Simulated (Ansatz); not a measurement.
NbAs:
```
CELL_PARAMETERS angstrom
     -1.73670     1.73670     5.87521
      1.73670    -1.73670     5.87521
      1.73670     1.73670    -5.87521
ATOMIC_POSITIONS crystal
  Nb 0.99939 0.99939 0.00000
  Nb 0.74939 0.24939 0.50000
  As 0.41761 0.41761 0.00000
  As 0.16761 0.66761 0.50000
```

Relaxed with PBE.

**Question.** Map the electron localisation function on the plane through (0.999, 0.999, 0.000) spanned by u = [1, 1, 0] and v = [1, 0, 1] in lattice vectors, from PBE (plane waves, PAW; program Ansatz).

**Answer.** x is the fraction of u, y of v (the angle between them is 90°; rows are the nearest grid lines); atoms in the plane: Nb at (0.00, 0.00), Nb at (0.25, 0.50), As at (0.42, 0.00), As at (0.67, 0.50).
```
|0595112222357884132641000123344566426950|
|3795112222247885112641001234444566325973|
|8994122111125886325741013466654455314998|
|9972232101112688667741135678864333212699|
|7632342113432378778732356788975222211267|
|2212442148984247777733577778885211111122|
|1124542289998225666535777546875100111111|
|2235642598689412444346885213775100012222|
|3456642696069511222257884122674100012333|
|3456642696069511222257884122674100012333|
|2235642598689412444346885213775100012222|
|1124542289998225666535777546875100111111|
|2212442148984247777733577778885211110122|
|7632342113432378778732356788975222211267|
|9972232101112688667741135678864333212699|
|8994122111125886325741013466654455314998|
|3795112222247885112641001234444566325973|
|0595112222357884132641000123344566426950|
```
Scale: ten equal steps from 0.051 (start of '0') to 0.775 (end of '9'), in the order '0123456789'; x runs from 0.000 to 1.00, y from 0.000 (bottom) to 1.00 (top).

The density is the valence pseudo-density with augmentation charge, so density and ELF within about 1 Å of a nucleus are not all-electron values.

Space group I4_1md. The PBE relaxation kept the symmetry of its start; of distortions, only those at the zone centre were tested. The run is not spin-polarised.

Potentials: the later of the program's two PAW sets.
